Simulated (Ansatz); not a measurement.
Theory: Ansatz, DFT PBEsol, scalar-relativistic, plane waves, PAW.

Structure of Ba2CuHgO4:

```
CELL_PARAMETERS angstrom
3.85301 0.00000 0.00000
0.00000 3.85301 0.00000
0.00000 0.00000 9.55182
ATOMIC_POSITIONS crystal
Ba 0.50000 0.50000 0.69658
Ba 0.50000 0.50000 0.30342
Cu 0.00000 0.00000 0.50000
Hg 0.00000 0.00000 0.00000
O 0.00000 0.00000 0.79352
O 0.00000 0.00000 0.20648
O 0.00000 0.50000 0.50000
O 0.50000 0.00000 0.50000
```

Plane waves to 420 eV, a k mesh through Γ of 10×10×4 on the computed 8-atom cell and Gaussian smearing (0.10 eV); no spin polarisation.

Levels along Γ–X–M–Γ–Z–R–A–Z | X–R | M–A, in eV from the Fermi level, sorted by energy at each point. Points in fractions of the primitive reciprocal vectors: Γ (0.000 0.000 0.000), X (0.000 0.500 0.000), M (0.500 0.500 0.000), Z (0.000 0.000 0.500), R (0.000 0.500 0.500), A (0.500 0.500 0.500).
```
point k (1/Å, with 2π) band 39  band 40  band 41  band 42  band 43  band 44  band 45
    Γ             0.000    -1.71    -1.71    -1.43    -1.43     1.15     3.06     3.54
    -             0.117    -1.73    -1.71    -1.40    -1.31     1.22     3.16     3.50
    -             0.233    -1.78    -1.69    -1.29    -1.08     1.38     3.31     3.44
    -             0.349    -1.82    -1.49    -1.16    -0.86     1.49     2.94     3.82
    -             0.466    -1.89    -1.21    -1.04    -0.69     1.37     2.64     4.16
    -             0.582    -1.95    -0.97    -0.94    -0.57     1.00     2.58     4.39
    -             0.699    -1.98    -0.88    -0.82    -0.50     0.65     2.61     4.54
    X             0.815    -1.98    -0.85    -0.76    -0.47     0.51     2.62     4.59
    -             0.932    -1.87    -0.85    -0.77    -0.27     0.57     2.59     4.69
    -             1.048    -1.61    -0.82    -0.78     0.23     0.74     2.50     4.99
    -             1.165    -1.33    -0.81    -0.77     0.85     1.00     2.38     4.81
    -             1.281    -1.06    -0.80    -0.74     1.34     1.43     2.27     4.31
    -             1.398    -0.83    -0.80    -0.70     1.70     1.90     2.20     3.89
    -             1.514    -0.81    -0.69    -0.65     2.02     2.15     2.21     3.46
    M             1.631    -0.80    -0.63    -0.63     2.16     2.16     2.30     3.29
    -             1.795    -0.85    -0.72    -0.68     1.88     2.10     2.29     3.48
    -             1.960    -0.96    -0.93    -0.84     1.56     1.60     2.61     3.62
    -             2.125    -1.27    -1.08    -1.07     0.93     1.47     3.14     3.62
    -             2.290    -1.58    -1.41    -1.26     0.21     1.50     3.49     3.80
    -             2.454    -1.79    -1.72    -1.43    -0.49     1.46     3.40     3.80
    -             2.619    -1.73    -1.73    -1.49    -1.10     1.27     3.26     3.48
    Γ             2.784    -1.71    -1.71    -1.43    -1.43     1.15     3.06     3.54
    -             2.831    -1.73    -1.73    -1.42    -1.42     1.17     3.06     3.54
    -             2.878    -1.77    -1.77    -1.39    -1.39     1.21     3.06     3.52
    -             2.925    -1.82    -1.82    -1.35    -1.35     1.28     3.05     3.49
    -             2.972    -1.88    -1.82    -1.32    -1.32     1.37     3.05     3.44
    -             3.019    -1.93    -1.82    -1.29    -1.29     1.45     3.05     3.35
    -             3.066    -1.90    -1.82    -1.28    -1.28     1.51     3.05     3.28
    Z             3.113    -1.89    -1.82    -1.27    -1.27     1.54     3.05     3.25
    -             3.229    -1.88    -1.70    -1.26    -1.22     1.54     3.15     3.37
    -             3.346    -1.88    -1.75    -1.22    -1.01     1.52     3.41     3.71
    -             3.462    -1.86    -1.57    -1.13    -0.77     1.46     3.40     3.72
    -             3.579    -1.87    -1.26    -1.02    -0.58     1.27     2.86     4.00
    -             3.695    -1.87    -1.01    -0.94    -0.45     0.93     2.57     4.21
    -             3.812    -1.87    -0.88    -0.84    -0.38     0.62     2.45     4.35
    R             3.928    -1.88    -0.85    -0.79    -0.36     0.50     2.42     4.40
    -             4.045    -1.80    -0.84    -0.79    -0.18     0.55     2.37     4.49
    -             4.161    -1.71    -0.82    -0.79     0.28     0.72     2.22     4.65
    -             4.277    -1.43    -0.79    -0.77     0.87     0.98     2.02     4.77
    -             4.394    -1.14    -0.78    -0.75     1.31     1.44     1.83     4.07
    -             4.511    -0.89    -0.79    -0.71     1.69     1.75     1.90     3.31
    -             4.627    -0.81    -0.72    -0.68     1.83     2.04     2.20     2.65
    A             4.743    -0.80    -0.67    -0.67     2.08     2.20     2.20     2.30
    -             4.908    -0.84    -0.76    -0.71     1.60     2.11     2.31     2.65
    -             5.073    -1.02    -0.92    -0.86     1.26     1.60     2.64     3.11
    -             5.238    -1.33    -1.10    -1.05     0.93     1.21     3.15     3.56
    -             5.402    -1.49    -1.43    -1.23     0.21     1.34     3.75     3.92
    -             5.567    -1.80    -1.57    -1.37    -0.48     1.48     3.86     3.96
    -             5.732    -1.81    -1.65    -1.36    -1.04     1.53     3.26     3.47
    Z             5.896    -1.89    -1.82    -1.27    -1.27     1.54     3.05     3.25
    X             5.896    -1.98    -0.85    -0.76    -0.47     0.51     2.62     4.59
    -             5.944    -1.99    -0.85    -0.76    -0.47     0.51     2.61     4.58
    -             5.990    -2.00    -0.85    -0.77    -0.45     0.51     2.59     4.55
    -             6.037    -1.99    -0.85    -0.77    -0.43     0.51     2.55     4.51
    -             6.085    -1.95    -0.85    -0.78    -0.41     0.50     2.50     4.47
    -             6.131    -1.91    -0.85    -0.78    -0.38     0.50     2.46     4.43
    -             6.178    -1.88    -0.85    -0.79    -0.37     0.50     2.44     4.41
    R             6.225    -1.88    -0.85    -0.79    -0.36     0.50     2.42     4.40
    M             6.225    -0.80    -0.63    -0.63     2.16     2.16     2.30     3.29
    -             6.272    -0.80    -0.63    -0.63     2.17     2.17     2.30     3.12
    -             6.319    -0.80    -0.64    -0.64     2.17     2.17     2.30     2.85
    -             6.366    -0.80    -0.65    -0.65     2.18     2.18     2.30     2.60
    -             6.413    -0.80    -0.65    -0.65     2.19     2.19     2.30     2.39
    -             6.460    -0.80    -0.66    -0.66     2.19     2.19     2.22     2.30
    -             6.507    -0.80    -0.66    -0.66     2.12     2.20     2.20     2.30
    A             6.554    -0.80    -0.67    -0.67     2.08     2.20     2.20     2.30
```

Spin-orbit coupling is left out, which matters for the bands of heavy elements. Spin polarisation was left out, and a magnetic state may lie lower.

Cost: 1 run of about 2.4 core-minutes, on Intel Xeon Platinum 8488C (Sapphire Rapids) (shared hosts).